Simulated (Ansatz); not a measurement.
Task: Name crystals whose computed values (the program Ansatz at the PBE level (PAW)) fall in these windows: G_Hill (GPa) 17 to 21; Θ_D (K) 320 to 420; B₀ by P(V) fit (GPa) 31 to 41.

Result: 

```
crystal            G_Hill (GPa)  Θ_D (K)  B₀ by P(V) fit (GPa)
-----------------  ------------  -------  --------------------
Mg, hcp (Mg type)          19.0      383                  35.9
```
Others may fit too.

The cell was relaxed under the symmetry of its start.

Potentials: the later of the program's two PAW sets.
